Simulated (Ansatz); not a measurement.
Relaxed SiC (zinc blende):

```
SiC
1.0
    0.00000     4.37975     4.37975
    2.18988     2.18988     4.37975
    2.18988     2.18988     0.00000
C Si
2 2
Direct
  0.00000   0.75000   0.75000
  0.50000   0.75000   0.75000
  0.00000   0.00000   0.00000
  0.50000   0.00000   0.00000
```

A phonon eigenvector at X = (0.5, 0.5, 0.0) is frozen into this cell: atom i moves by Q times the vector below, so Q is the largest atomic displacement, in Å. The cell is held. (q is in reciprocal vectors of the primitive cell; the cell shown is doubled to hold the pattern.)

```tsv
atom	x	y	z
C1	0.000	0.000	-1.000
C2	0.000	0.000	1.000
```

Atoms not listed stay in place.

The numbers are results of PBE (plane waves to 420 eV, PAW, scalar-relativistic; Ansatz, a quantum-chemistry and plane-wave program), not measurements. k mesh 13×13×13 (Γ-centred), Fermi-Dirac smearing 0.05 eV. SiC was relaxed with its symmetry unable to fall. 

```
Q (Å)   −dE/dQ from forces (eV/Å)
------  -------------------------
-0.100                      5.666
-0.083                      4.732
-0.067                      3.793
-0.050                      2.848
-0.033                      1.900
-0.017                      0.951
0.000                       0.000
0.017                      -0.951
0.033                      -1.900
0.050                      -2.848
0.067                      -3.793
0.083                      -4.732
0.100                      -5.666
```

Task: What harmonic wavenumber does the curvature at Q = 0 give?

Result: 804 cm⁻¹. E″ = 57.06 eV/Å², M = Σ mᵢ|uᵢ|² = 24.0 u, ν̃ = 521.5·√(|E″|/M).

(For displaced atoms, the force is minus the slope of the energy, and its curvature is a force constant, which sets phonon frequencies.)
